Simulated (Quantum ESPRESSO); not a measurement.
InScHf4Ti2, finding a planted mistake in a log

A calculation, not a measurement. The program is pw.x of Quantum ESPRESSO 7.5 (plane-wave density functional theory). The cell is made up: eight metal atoms on a hexagonal close-packed lattice, with elements, volume, strain and displacements drawn at random and not relaxed, so it may be unstable or far from any real phase. PseudoDojo standard norm-conserving files set the functional (PBE unless stated); there is no spin polarisation or spin-orbit coupling, the Fermi-Dirac width of 0.25 eV means electrons at about 2900 K, and the masses in the input are unused placeholders. Heavy elements are run without spin-orbit coupling, which real alloys of them have. A spin test at this wide smearing found no moment, but such smearing suppresses magnetism that the real alloy may have.

Intended input:

```
&control calculation='scf', pseudo_dir='./dojo.nc.sr.pbe.v0_5.standard.upf', outdir='./o', disk_io='minimal', tprnfor=.true., tstress=.true. /
&system ibrav=0, nat=8, ntyp=4, nbnd=65, ecutwfc=84.00895049, nosym=.true., tot_charge=0,
 occupations='smearing', smearing='fd', degauss=0.0183746611
/
&electrons conv_thr=1.470e-08, electron_maxstep=70, mixing_beta=0.5 /
ATOMIC_SPECIES
Hf 1.0 Hf.upf
In 1.0 In.upf
Sc 1.0 Sc.upf
Ti 1.0 Ti.upf
CELL_PARAMETERS angstrom
3.1741 0.0 0.0
1.5871 -2.7489 -5.1553
1.5871 8.2466 -5.1553
ATOMIC_POSITIONS angstrom
In -0.0237 -0.01 -0.0229
Sc 1.561 2.8124 -5.1311
Hf 1.5999 -0.9338 -2.544
Hf 3.2174 1.8655 -7.6909
Hf 3.1902 5.4771 -5.1597
Ti 3.1617 0.0154 -5.1441
Hf 3.1204 1.8509 -2.613
Ti 4.7594 4.607 -7.8132
K_POINTS automatic
8 4 3 1 1 1
```

The log is shortened where brackets say so; the opening notice, blank lines, dates and the lines on written files are dropped, and the path of the files is cut. It prints rydbergs, bohrs and kilobars, and counts compression as positive stress. Its total energy is the free energy E - TS of the whole cell.

Log of the intended run:

```
     Program PWSCF v.7.5
     Parallel version (MPI & OpenMP), running on       4 processor cores
     Number of MPI processes:                 4
     Threads/MPI process:                     1
     [start-up lines left out]
     bravais-lattice index     =            0
     lattice parameter (alat)  =       5.9982  a.u.
     unit-cell volume          =    1214.1885 (a.u.)^3
     number of atoms/cell      =            8
     number of atomic types    =            4
     number of electrons       =        96.00
     number of Kohn-Sham states=           65
     kinetic-energy cutoff     =      84.0090  Ry
     charge density cutoff     =     336.0358  Ry
     scf convergence threshold =      1.5E-08
     mixing beta               =       0.5000
     number of iterations used =            8  plain     mixing
     Exchange-correlation= PBE
                           (   1   4   3   4   0   0   0)
     [axes and pseudopotential details left out]
   Cartesian axes
     site n.     atom                  positions (alat units)
         1        In     tau(   1) = (  -0.0074667  -0.0031505  -0.0072146  )
         2        Sc     tau(   2) = (   0.4917929   0.8860464  -1.6165527  )
         3        Hf     tau(   3) = (   0.5040484  -0.2941936  -0.8014870  )
         4        Hf     tau(   4) = (   1.0136417   0.5877257  -2.4230175  )
         5        Hf     tau(   5) = (   1.0050723   1.7255600  -1.6255632  )
         6        Ti     tau(   6) = (   0.9960934   0.0048518  -1.6206484  )
         7        Hf     tau(   7) = (   0.9830818   0.5831259  -0.8232255  )
         8        Ti     tau(   8) = (   1.4994487   1.4514351  -2.4615482  )
     number of k points=    48  Fermi-Dirac smearing, width (Ry)=  0.0184
                       cart. coord. in units 2pi/alat
        k(    1) = (   0.0625000   0.0120280  -0.0641345), wk =   0.0416667
        k(    2) = (   0.0625000  -0.1804204   0.0384825), wk =   0.0416667
     [further k points left out]
     Dense  grid:   126391 G-vectors     FFT dimensions: (  36,  72, 120)
     Estimated max dynamical RAM per process >     414.96 MB
     Estimated total dynamical RAM >       1.53 GB
     Initial potential from superposition of free atoms
     starting charge      95.9829, renormalised to      96.0000
     Starting wfcs are   79 randomized atomic wfcs
     total cpu time spent up to now is        5.9 secs
     per-process dynamical memory:   324.3 Mb
     Self-consistent Calculation
     iteration #  1     ecut=    84.01 Ry     beta= 0.50
     Davidson diagonalization with overlap
     ethr =  1.00E-02,  avg # of iterations =  2.5
     Threshold (ethr) on eigenvalues was too large:
     Diagonalizing with lowered threshold
     Davidson diagonalization with overlap
     ethr =  4.24E-04,  avg # of iterations =  5.1
     total cpu time spent up to now is       28.4 secs
     total energy              =    -918.26315651 Ry
     estimated scf accuracy    <       0.47410135 Ry
     iteration #  2     ecut=    84.01 Ry     beta= 0.50
     Davidson diagonalization with overlap
     ethr =  4.94E-04,  avg # of iterations = 10.0
     total cpu time spent up to now is       45.5 secs
     total energy              =    -917.60958917 Ry
     estimated scf accuracy    <      14.78859544 Ry
     [iterations 3 to 17 left out]
     iteration # 18     ecut=    84.01 Ry     beta= 0.50
     Davidson diagonalization with overlap
     ethr =  5.86E-10,  avg # of iterations =  5.4
     total cpu time spent up to now is      226.6 secs
     total energy              =    -918.48060346 Ry
     estimated scf accuracy    <       0.00000026 Ry
     iteration # 19     ecut=    84.01 Ry     beta= 0.50
     Davidson diagonalization with overlap
     ethr =  2.72E-10,  avg # of iterations =  1.9
     total cpu time spent up to now is      235.8 secs
     End of self-consistent calculation
     [lines on levels left out]
!    total energy              =    -918.48060348 Ry
     estimated scf accuracy    <          3.4E-09 Ry
     smearing contrib. (-TS)   =      -0.15787561 Ry
     internal energy E=F+TS    =    -918.32272787 Ry
     The total energy is F=E-TS. E is the sum of the following terms:
     one-electron contribution =    -248.46559436 Ry
     hartree contribution      =     158.60526810 Ry
     xc contribution           =    -204.90363705 Ry
     ewald contribution        =    -623.55876456 Ry
     convergence has been achieved in  19 iterations
     Forces acting on atoms (cartesian axes, Ry/au):
     atom    1 type  2   force =     0.00271059    0.02080101    0.01301213
     atom    2 type  3   force =     0.00297346   -0.01436447   -0.00556950
     atom    3 type  1   force =    -0.00515635    0.00499449   -0.01703286
     atom    4 type  1   force =    -0.00866244   -0.00025053   -0.00885293
     atom    5 type  1   force =    -0.00173815    0.00449322   -0.00866666
     atom    6 type  4   force =    -0.00065376   -0.00935166    0.00493856
     atom    7 type  1   force =     0.00946682   -0.00480024    0.00890923
     atom    8 type  4   force =     0.00105983   -0.00152182    0.01326203
     Total force =     0.043962     Total SCF correction =     0.000093
     Computing stress (Cartesian axis) and pressure
          total   stress  (Ry/bohr**3)                   (kbar)     P=      -37.30
  -0.00020341  -0.00000122   0.00000347          -29.92       -0.18        0.51
  -0.00000122  -0.00024175  -0.00000563           -0.18      -35.56       -0.83
   0.00000347  -0.00000563  -0.00031550            0.51       -0.83      -46.41
     init_run     :      5.57s CPU      5.75s WALL (       1 calls)
     electrons    :    225.79s CPU    229.96s WALL (       1 calls)
     forces       :      2.09s CPU      2.10s WALL (       1 calls)
     stress       :      7.28s CPU      7.42s WALL (       1 calls)
     [timing details left out]
     PWSCF        :   4m 0.88s CPU   4m 5.44s WALL
     JOB DONE.
```

A second run was made from an input with one planted mistake. Its log:

```
     Program PWSCF v.7.5
     Parallel version (MPI & OpenMP), running on       4 processor cores
     Number of MPI processes:                 4
     Threads/MPI process:                     1
     [start-up lines left out]
     bravais-lattice index     =            0
     lattice parameter (alat)  =       5.9982  a.u.
     unit-cell volume          =    1214.1885 (a.u.)^3
     number of atoms/cell      =            8
     number of atomic types    =            4
     number of electrons       =        96.00
     number of Kohn-Sham states=           65
     kinetic-energy cutoff     =      84.0090  Ry
     charge density cutoff     =     336.0358  Ry
     scf convergence threshold =      1.5E-08
     mixing beta               =       0.5000
     number of iterations used =            8  plain     mixing
     Exchange-correlation= PBESOL
                           (   1   4  10   8   0   0   0)
     [axes and pseudopotential details left out]
   Cartesian axes
     site n.     atom                  positions (alat units)
         1        In     tau(   1) = (  -0.0074667  -0.0031505  -0.0072146  )
         2        Sc     tau(   2) = (   0.4917929   0.8860464  -1.6165527  )
         3        Hf     tau(   3) = (   0.5040484  -0.2941936  -0.8014870  )
         4        Hf     tau(   4) = (   1.0136417   0.5877257  -2.4230175  )
         5        Hf     tau(   5) = (   1.0050723   1.7255600  -1.6255632  )
         6        Ti     tau(   6) = (   0.9960934   0.0048518  -1.6206484  )
         7        Hf     tau(   7) = (   0.9830818   0.5831259  -0.8232255  )
         8        Ti     tau(   8) = (   1.4994487   1.4514351  -2.4615482  )
     number of k points=    48  Fermi-Dirac smearing, width (Ry)=  0.0184
                       cart. coord. in units 2pi/alat
        k(    1) = (   0.0625000   0.0120280  -0.0641345), wk =   0.0416667
        k(    2) = (   0.0625000  -0.1804204   0.0384825), wk =   0.0416667
     [further k points left out]
     Dense  grid:   126391 G-vectors     FFT dimensions: (  36,  72, 120)
     Estimated max dynamical RAM per process >     414.96 MB
     Estimated total dynamical RAM >       1.53 GB
     Initial potential from superposition of free atoms
     starting charge      95.9843, renormalised to      96.0000
     Starting wfcs are   79 randomized atomic wfcs
     total cpu time spent up to now is        6.0 secs
     per-process dynamical memory:   324.2 Mb
     Self-consistent Calculation
     iteration #  1     ecut=    84.01 Ry     beta= 0.50
     Davidson diagonalization with overlap
     ethr =  1.00E-02,  avg # of iterations =  2.5
     Threshold (ethr) on eigenvalues was too large:
     Diagonalizing with lowered threshold
     Davidson diagonalization with overlap
     ethr =  4.32E-04,  avg # of iterations =  5.1
     total cpu time spent up to now is       29.1 secs
     total energy              =    -917.32085026 Ry
     estimated scf accuracy    <       0.48665539 Ry
     iteration #  2     ecut=    84.01 Ry     beta= 0.50
     Davidson diagonalization with overlap
     ethr =  5.07E-04,  avg # of iterations =  9.8
     total cpu time spent up to now is       46.6 secs
     total energy              =    -916.64555383 Ry
     estimated scf accuracy    <      15.34761777 Ry
     [iterations 3 to 17 left out]
     iteration # 18     ecut=    84.01 Ry     beta= 0.50
     Davidson diagonalization with overlap
     ethr =  5.36E-10,  avg # of iterations =  2.0
     total cpu time spent up to now is      230.5 secs
     total energy              =    -917.54414656 Ry
     estimated scf accuracy    <       0.00000018 Ry
     iteration # 19     ecut=    84.01 Ry     beta= 0.50
     Davidson diagonalization with overlap
     ethr =  1.92E-10,  avg # of iterations =  1.0
     total cpu time spent up to now is      239.1 secs
     End of self-consistent calculation
     [lines on levels left out]
!    total energy              =    -917.54414657 Ry
     estimated scf accuracy    <          2.9E-09 Ry
     smearing contrib. (-TS)   =      -0.15874210 Ry
     internal energy E=F+TS    =    -917.38540447 Ry
     The total energy is F=E-TS. E is the sum of the following terms:
     one-electron contribution =    -249.16051898 Ry
     hartree contribution      =     158.34697189 Ry
     xc contribution           =    -203.01309282 Ry
     ewald contribution        =    -623.55876456 Ry
     convergence has been achieved in  19 iterations
     Forces acting on atoms (cartesian axes, Ry/au):
     atom    1 type  2   force =     0.00252896    0.01958345    0.01210762
     atom    2 type  3   force =     0.00287937   -0.01345859   -0.00504098
     atom    3 type  1   force =    -0.00489334    0.00528147   -0.01528916
     atom    4 type  1   force =    -0.00825479   -0.00115117   -0.01002863
     atom    5 type  1   force =    -0.00165759    0.00557872   -0.00803733
     atom    6 type  4   force =    -0.00059216   -0.00987995    0.00497446
     atom    7 type  1   force =     0.00902042   -0.00493776    0.00912341
     atom    8 type  4   force =     0.00096914   -0.00101617    0.01219061
     Total force =     0.042044     Total SCF correction =     0.000109
     Computing stress (Cartesian axis) and pressure
          total   stress  (Ry/bohr**3)                   (kbar)     P=      -71.98
  -0.00044308  -0.00000142   0.00000354          -65.18       -0.21        0.52
  -0.00000142  -0.00047761  -0.00000434           -0.21      -70.26       -0.64
   0.00000354  -0.00000434  -0.00054729            0.52       -0.64      -80.51
     init_run     :      5.66s CPU      5.86s WALL (       1 calls)
     electrons    :    232.49s CPU    233.10s WALL (       1 calls)
     forces       :      2.03s CPU      2.05s WALL (       1 calls)
     stress       :      7.25s CPU      7.40s WALL (       1 calls)
     [timing details left out]
     PWSCF        :   4m 7.55s CPU   4m 8.59s WALL
     JOB DONE.
```

Question: the log repeats what the program read. Compare it with the intended run: what was wrong in the second input?

Answer: the files are those of another functional. The input lines that differ:

```
- &control calculation='scf', pseudo_dir='./dojo.nc.sr.pbe.v0_5.standard.upf', outdir='./o', disk_io='minimal', tprnfor=.true., tstress=.true. /
+ &control calculation='scf', pseudo_dir='./dojo.nc.sr.pbesol.v0_4_1.standard.upf', outdir='./o', disk_io='minimal', tprnfor=.true., tstress=.true. /
```

```
                                            intended run  run with the mistake
                          free energy (eV)    -12496.565            -12483.824
         entropy term -TS, part of it (eV)        -2.148                -2.160
                            pressure (GPa)         -3.73                 -7.20
size of the largest force component (eV/Å)         0.535                 0.504
largest change of a force component (eV/Å)                               0.045
                                iterations            19                    19
```

For scale, a rerun of the intended cell at a higher cutoff and on a denser mesh moved values by no more than 0.002 eV in energy, 0.02 GPa in stress and 0.003 eV/Å in force, and a second program with other atomic files agreed on that cell to 2 % rms in force and 0.5 GPa in pressure. Files of another functional or element have another zero of energy, so the energy change says nothing on stability.